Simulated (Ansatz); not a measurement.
Space group Pnnm (No. 58). a = 4.241 Å, b = 4.597 Å, c = 2.786 Å, α = 90.00°, β = 90.00°, γ = 90.00°
```tsv
atom	site	symmetry	x	y	z
Fe	4g	..m	0.2480	0.6529	0.0000
C	2a	..2/m	0.0000	0.0000	0.0000
```

Equation of state of this Fe2C structure (not necessarily the ground state), with shape and atoms relaxed at each volume where symmetry leaves them free. It has no gap at any of these volumes. Method: Ansatz 0.2.0, DFT PBEsol, scalar-relativistic, plane waves, PAW.

Cutoff 420 eV; k points 8×8×12 on the computed 6-atom cell (Γ-centred); Gaussian smearing, width 0.10 eV; collinear spin.

```json
{"V (Å³/atom)": "7.965", "E − E(largest V) (meV/atom)": "72.40", "P (GPa)": "44.24"}
{"V (Å³/atom)": "8.236", "E − E(largest V) (meV/atom)": "9.82", "P (GPa)": "30.02"}
{"V (Å³/atom)": "8.508", "E − E(largest V) (meV/atom)": "-30.62", "P (GPa)": "18.08"}
{"V (Å³/atom)": "8.779", "E − E(largest V) (meV/atom)": "-52.34", "P (GPa)": "8.11"}
{"V (Å³/atom)": "9.051", "E − E(largest V) (meV/atom)": "-58.88", "P (GPa)": "0.03"}
{"V (Å³/atom)": "9.322", "E − E(largest V) (meV/atom)": "-52.91", "P (GPa)": "-6.88"}
{"V (Å³/atom)": "9.594", "E − E(largest V) (meV/atom)": "-36.18", "P (GPa)": "-12.71"}
{"V (Å³/atom)": "9.956", "E − E(largest V) (meV/atom)": "0.00", "P (GPa)": "-19.13"}
```

Q: Fit a third-order Birch–Murnaghan equation to E(V).

A: V0 = 9.05 Å³/atom, B0 = 251 GPa, B0' = 5.1.

Only parallel moments were tried here.

Cost: 8 runs of about 71 core-minutes in all, on Intel Xeon Processor @ 2.50GHz (Skylake/Cascade Lake) (shared hosts).